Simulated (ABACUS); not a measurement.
## A series of runs on Bi2Te3 (R-3m, 5 atoms in the cell; from Materials Project mp-34202)

```xyz
5
Lattice="2.2091 1.2754 10.7524 -2.2091 1.2754 10.7524 0.0000 -2.5508 10.7524" Properties=species:S:1:pos:R:3 pbc="T T T"
Bi     0.0000     0.0000    19.4566
Bi     0.0000     0.0000    12.8007
Te     0.0000     0.0000    25.2637
Te     0.0000     0.0000     6.9936
Te     0.0000     0.0000     0.0000
```

Base run A: LDA (PW92), PseudoDojo 0.4 standard norm-conserving LDA (tails mended) pseudopotentials run with ABACUS, self-consistent single point.

Its settings: KPT = MP 3 3 3 0 0 0; basis_type = pw; dft_functional = PWLDA; ecutwfc = 82.3 Ry; smearing_method = gaussian; smearing_sigma = 0.00146997 Ry; potentials = PseudoDojo 0.4 standard norm-conserving LDA (tails mended); symmetry = 1; ks_solver = dav; scf_nmax = 100; scf_thr = 1.0e-09 Ry; mixing_type = pulay.

Spin-orbit coupling is left out, which matters for bands and gaps with elements this heavy. The structure comes from a collection of computed structures, made at another level of theory; the collection holds predicted forms beside known ones.

ΔF is the free energy per atom less that of run A. 

Run A gave: pressure (GPa) -2.73; largest force (eV/Å) 0.270.

Runs:
- B: volume scaled by 0.94
- C: volume scaled by 0.96
- D: volume scaled by 0.98
- E: volume scaled by 0.99
- F: volume scaled by 1.01
- G: volume scaled by 1.02
- H: volume scaled by 1.04
- I: volume scaled by 1.06

What does run H change against A?

The free energy rises by 31.4 meV/atom, the pressure goes from -2.73 to -4.16 GPa and the largest force goes from 0.270 to 0.508 eV/Å.

What does run D change against A?

The free energy falls by 10.5 meV/atom, the pressure goes from -2.73 to -1.88 GPa and the largest force goes from 0.270 to 0.136 eV/Å.

What does run E change against A?

The free energy drops by 5.7 meV/atom, the pressure goes from -2.73 to -2.32 GPa and the largest force goes from 0.270 to 0.204 eV/Å.

| run | ΔF (meV/atom) | pressure (GPa) | largest force (eV/Å) |
|---|---|---|---|
| A | 0.00 | -2.73 | 0.270 |
| B | -18.6 | 0.15 | 0.157 |
| C | -16.8 | -0.93 | 0.055 |
| D | -10.5 | -1.88 | 0.136 |
| E | -5.7 | -2.32 | 0.204 |
| F | 6.6 | -3.12 | 0.333 |
| G | 14.1 | -3.49 | 0.393 |
| H | 31.4 | -4.16 | 0.508 |
| I | 51.6 | -4.75 | 0.614 |

“Tails mended”: in these copies of the files the far tail of each local potential was reset to the Coulomb form.
